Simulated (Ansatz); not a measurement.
BaTiO3: reading a single point

```
Ba Ti O
1.0
     4.06031    4.06031    0.00000
     4.06031   -4.06031    0.00000
     0.00000    0.00000    4.06031
Ba Ti O
2 2 6
Direct
  0.00000 0.50000 0.50000
  0.50000 0.00000 0.50000
  0.00000 0.00000 0.00000
  0.50000 0.50000 0.00000
  0.25000 0.25000 0.00000
  0.75000 0.75000 0.00000
  0.25000 0.75000 0.00000
  0.75000 0.25000 0.00000
  0.00000 0.00000 0.50000
  0.50000 0.50000 0.50000
```

Level: r2SCAN, with U_eff = 2.89 eV on Ti d (all-electron-ortho-atomic projectors), collinear spin; 500 eV; 4×4×6 Γ-centred mesh; methfessel-paxton occupations (width 0.2192 eV); Ansatz 0.2.0, fixed geometry.

The state carries no moments; the state need not be the lowest.

Problem. What does the stress say?

Solution. The pressure is -7.2 GPa (compression positive), so with the atoms held at these fractions the cell would first shrink.

Problem. How is the charge shared?

Solution. Bader charges in e: Ba +1.58, Ti +2.41, O -1.33. In the mean Ti gives up most and O takes most.

Problem. Describe some of the short contacts.

Solution. Ti–O at 2.03 Å: least valence density 0.59 e/Å³ and ELF 0.19 there. Ba–O at 2.87 Å: least valence density 0.16 e/Å³ and ELF 0.07 there, a closed-shell (ionic or weak) contact. These are pseudo-fields; inside the PAW spheres they differ from the all-electron ones.

Problem. Metal or insulator? Give the gap.

Solution. The gap is 2.38 eV, indirect or between spins (the least direct gap found is 2.43 eV). A semilocal functional usually gives too small a gap.

Origin: a database entry at a rescaled volume. Caveats: the input typed no starting moments; wide smearing.
